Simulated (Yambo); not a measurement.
A G0W0@LDA run in Yambo for MgCO3 (space group R-3c, No. 167) (4×4×4 Γ-centred k mesh, bands 3 to 115 and a 6 Ry block in the screening, 115 bands in G with the Bruneval-Gonze terminator, plasmon pole fitted at 27.2 eV) gives these matrix elements, in eV, at the band edges ((0, 0.25, -0.25) → (0.25, 0.25, 0.25)):

```tsv
state	E0	<Vxc>	<Σx>	<Σc(E0)>	Z
valence edge	0.000	-20.133	-26.418	4.426	0.817
conduction edge	5.024	-15.202	-9.655	-3.130	0.845
```

Task: Solve the linearised quasiparticle equation for both states, give the gap, and say how exchange and correlation each act on it.

Result: E = E0 + Z(Σx + Σc − Vxc). Valence: 0.000 + 0.817 × (-26.418 + (4.426) − (-20.133)) = -1.52 eV. Conduction: 5.024 + 0.845 × (-9.655 + (-3.130) − (-15.202)) = 7.07 eV. The gap is 8.58 eV, against 5.02 eV in LDA. Replacing Vxc by bare exchange alone would open it by 11.83 eV; correlation takes back 7.56 eV of that, and Z scales what is left. Convergence of the G0W0 settings was not tested. The mesh misses a band edge: along a dense path the LDA gap is 4.92 eV against 5.02 eV on the mesh. 

Geometry of the Materials Project entry, not relaxed at this level; primitive cell a = b = c = 5.6499 Å, α = β = γ = 48.44°.
